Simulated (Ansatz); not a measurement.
NaF (rock salt, Fm-3m), the program Ansatz at the LDA level (PAW): ε∞ = 1.93, cell volume 22.83 Å³. Infrared-active transverse modes:

```
ω_TO (cm⁻¹)  oscillator strength S_xx (e²/amu)
-----------  ---------------------------------
275.0                                  0.09560
```

Task: Compute the static dielectric constant.

Result: Each mode adds (4.921e7/V) S/ω²: 2.72. So ε0 = 4.65.

Task: What LO frequency does the Lyddane–Sachs–Teller relation give?

Result: ω_LO = ω_TO √(ε0/ε∞) = 427 cm⁻¹.

The LDA relaxation kept the symmetry of its start; phonons on a q-mesh show no instability.

Potentials: the later of the program's two PAW sets.
